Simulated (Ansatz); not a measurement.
Step by step: BiAs, relaxation of cell and atoms

Theory: DFT, PBE, PAW with Ansatz's default frozen-core files, scalar-relativistic (Ansatz 0.2.0).

Command: `ansatz run input.yaml --threads 1 --pin off --max-ram 2048MiB --backend cpu --events-out ev --progress --plain --runs-dir out` The run took 38 s on 1 thread of Arm Neoverse V1 (shared host), peak memory 0.41 GiB.

```yaml
crystal:
  lattice:
    - [0.0, 3.2195088072, 3.2195088072]
    - [3.2195088072, 0.0, 3.2195088072]
    - [3.2195088072, 3.2195088072, 0.0]
  atoms:
    - { symbol: Bi, position: [0.0, 0.0, 0.0] }
    - { symbol: As, position: [0.25, 0.25, 0.25] }
kpoints:
  mp_grid: { grid: [10, 10, 10] }
scf:
  occupations: { method: fermi_dirac, width: 0.03 }
hamiltonian:
  xc: pbe
  pseudopotentials: { kind: paw }
output:
  forces: true
  stress: true
  write_density: true
  write_potential: true
  elf: true
  volumetric_format: npy
relax:
  f_tol: 0.005
  max_steps: 80
  cell: {}
```

No spin–orbit coupling, which matters for the heavy atoms here.

The cell is built from the zincblende type as a first guess.

The cutoff is 420 eV; energies and pressures of the walk include the program's estimate of the Pulay term.

Each frame lists the cell vectors (Å), then Cartesian positions (Å); symmetry keeps all forces zero. Free energies count from the first step, -17252.1231 eV.

The walk took 5 evaluations in all; steps that aren't listed are left out.

Step 1: E = 0.0 meV, P = 6.01 GPa

```
cell 0.0000 3.2195 3.2195 3.2195 0.0000 3.2195 3.2195 3.2195 0.0000
Bi    0.0000    0.0000    0.0000
As    1.6098    1.6098    1.6098
```

Step 2: E = -140.7 meV, P = -0.76 GPa

```
cell 0.0000 3.3765 3.3765 3.3765 0.0000 3.3765 3.3765 3.3765 0.0000
Bi    0.0000    0.0000    0.0000
As    1.6882    1.6882    1.6882
```

Step 3: E = -144.6 meV, P = -0.15 GPa

```
cell 0.0000 3.3573 3.3573 3.3573 0.0000 3.3573 3.3573 3.3573 0.0000
Bi    0.0000    0.0000    0.0000
As    1.6787    1.6787    1.6787
```

How does the relaxation end?

It converges, with a = 6.706 Å, b = 6.706 Å, c = 6.706 Å, α = 90.00°, β = 90.00°, γ = 90.00° (conventional cell, space group F-43m). The last solve (on a basis chosen afresh for the final cell, so its energy is not quite comparable) gives E = -145.9 meV, P = 0.01 GPa:
```
cell 0.0000 3.3529 3.3529 3.3529 0.0000 3.3529 3.3529 3.3529 0.0000
Bi    0.0000    0.0000    0.0000
As    1.6764    1.6764    1.6764
```
